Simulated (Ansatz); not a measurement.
Bi2Te3 in space group R-3m (No. 166; Bi on 6c, Te on 3a, Te on 6c), plane-wave PAW r²SCAN+D4 (Ansatz code). The conduction-band minimum lies at Γ, with 1 equivalent valley. Second derivatives d²E/dk² of the lowest band at one valley (eV·Å²), along Cartesian directions:

```tsv
direction	d²E/dk²
[100]	82.81
[010]	82.81
[001]	15.33
[110]	82.81
[101]	49.06
[011]	48.85
```

Problem. Find the principal effective masses, the density-of-states mass and the conductivity mass.

Solution. Off-diagonal terms follow from H_xy = H[110] − (H_xx + H_yy)/2, and m*/mₑ = 7.620 eV·Å² over each eigenvalue: 0.092, 0.092, 0.50. One valley's DOS mass (m₁m₂m₃)^(1/3) = 0.16, conductivity mass 3/(Σ 1/mᵢ) = 0.13 mₑ.

Problem. What effective density of states Nc follows at 300 K for parabolic valleys?

Solution. Nc = 2.509e19 × 1 × (0.16)^(3/2) ≈ 1.6e18 cm⁻³.

The cell was relaxed with r²SCAN+D4 under the symmetry of its start. Spin–orbit coupling is left out wherever it is not named.

Potentials: the later of the program's two PAW sets.

Edges and masses are those of Kohn–Sham bands, whose gap is no quasiparticle gap.
